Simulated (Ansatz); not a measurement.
Vibrational response of CoRu3

The calculation used Ansatz 0.2.0, DFT PBE, scalar-relativistic, plane waves, PAW. Plane waves to 420 eV; Γ-centred k mesh 18×18×6; Gaussian smearing of 0.20 eV. Collinear spin, site moments 1.3, 0.0, 0.0, -0.1 μB. Phonons by linear response, acoustic sum rule imposed.

The cell, relaxed at this level:
```yaml
crystal:
  lattice:
    - [2.69302, 0.00000, 0.00000]
    - [-1.34651, 2.33222, 0.00000]
    - [0.00000, 0.00000, 8.37159]
  atoms:
    - { symbol: Co, position: [0.66667, 0.33333, 0.50000] }
    - { symbol: Ru, position: [0.33333, 0.66667, 0.74492] }
    - { symbol: Ru, position: [0.33333, 0.66667, 0.25508] }
    - { symbol: Ru, position: [0.66667, 0.33333, 0.00000] }
```

It was reached by relaxing an invented guess, and it needn't be the stable form of this composition. In a metal, frequencies depend on the k mesh and the smearing, soft modes most.

(1) Is this structure stable against zone-centre distortions?

(2) List the optical modes at Γ (i marks imaginary ones).

Results:

(1) Yes, at Γ: no optical mode is imaginary. Strains and other wave vectors aren't tested by this run.

(2)
```json
{"frequency (cm⁻¹)": "125", "degeneracy": "2"}
{"frequency (cm⁻¹)": "140", "degeneracy": "2"}
{"frequency (cm⁻¹)": "191", "degeneracy": "2"}
{"frequency (cm⁻¹)": "197", "degeneracy": "1"}
{"frequency (cm⁻¹)": "230", "degeneracy": "1"}
{"frequency (cm⁻¹)": "268", "degeneracy": "1"}
```
